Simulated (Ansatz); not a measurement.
C:
```
CELL_PARAMETERS angstrom
     -2.43763     3.88837     1.63402
      2.43763    -3.88837     1.63402
      2.43763     3.88837    -1.63402
ATOMIC_POSITIONS crystal
  C  0.41158 0.00000 0.91158
  C  0.58842 0.50000 0.58842
  C  0.58842 0.00000 0.08842
  C  0.41158 0.50000 0.41158
  C  0.45069 0.87776 0.57293
  C  0.80482 0.87776 0.92707
  C  0.54931 0.12224 0.42707
  C  0.19518 0.12224 0.07293
```

Relaxed with r²SCAN.

### Question
Map the valence electron density (e/Å³), cut off at 1 on the plane through (0.412, 0.000, 0.912) spanned by u = [1, 1, 0] and v = [1, 0, 1] in lattice vectors, from the program Ansatz at the r²SCAN level (PAW).

### Answer
x is the fraction of u, y of v (the angle between them is 90°; rows are the nearest grid lines); atoms in the plane: C at (0.00, 0.00), C at (0.50, 0.68), C at (0.00, 0.18), C at (0.50, 0.50).
```
|99994200000249999|
|99963100000136999|
|99742100000124799|
|22210000000001222|
|00000111111100000|
|00001123332110000|
|00012599999521000|
|00024999999942000|
|00014899999841000|
|00014899999841000|
|00014899999841000|
|00024999999942000|
|00024999999942000|
|00013599999531000|
|00001233433210000|
|00000111111100000|
|22210000000001222|
|99742100000124799|
|99984100000148999|
|99994200000249999|
|99984100000148999|
|99973100000137999|
|99984100000148999|
|99994200000249999|
```
Scale: ten equal steps from 0.050 (start of '0') to 1.00 (end of '9'), in the order '0123456789'; x runs from 0.000 to 1.00, y from 0.000 (bottom) to 1.00 (top).

The density is the valence pseudo-density with augmentation charge, so density and ELF within about 1 Å of a nucleus are not all-electron values.

Space group Imma. The start of the workflow was typed in or built on a structure type; neither database checked (COD, Materials Project) lists it. It is not the phase usual at ambient conditions (space group No. 194, 227). The r²SCAN relaxation kept the symmetry of its start; its stability against distortions is not shown here.

Potentials: the earlier of the program's two PAW sets.
